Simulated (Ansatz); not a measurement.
Relax this structure to zero stress and force, keeping its symmetry:

```xyz
1
Lattice="-1.5823 1.5823 1.5823 1.5823 -1.5823 1.5823 1.5823 1.5823 -1.5823" Properties=species:S:1:pos:R:3 pbc="T T T"
W     0.0000    0.0000    0.0000
```

Computed with DFT PBEsol, scalar-relativistic, plane waves, PAW (Ansatz).

Plane waves to 420 eV, a k mesh through Γ of 18×18×18 on the computed 1-atom cell and Gaussian smearing (0.10 eV); no spin polarisation.

**Question.** What does it relax to?

**Answer.** The volume drops by 0.15 Å³/atom to 15.69 Å³/atom, and the energy falls by 1.5 meV/atom. Final structure:
Space group Im-3m (No. 229). a = 3.154 Å, b = 3.154 Å, c = 3.154 Å, α = 90.00°, β = 90.00°, γ = 90.00°
```
atom site symmetry x y z
   W    2a m-3m  0.0000  0.0000  0.0000
```

Spin–orbit coupling is left out, which can shift energies with elements as heavy as these.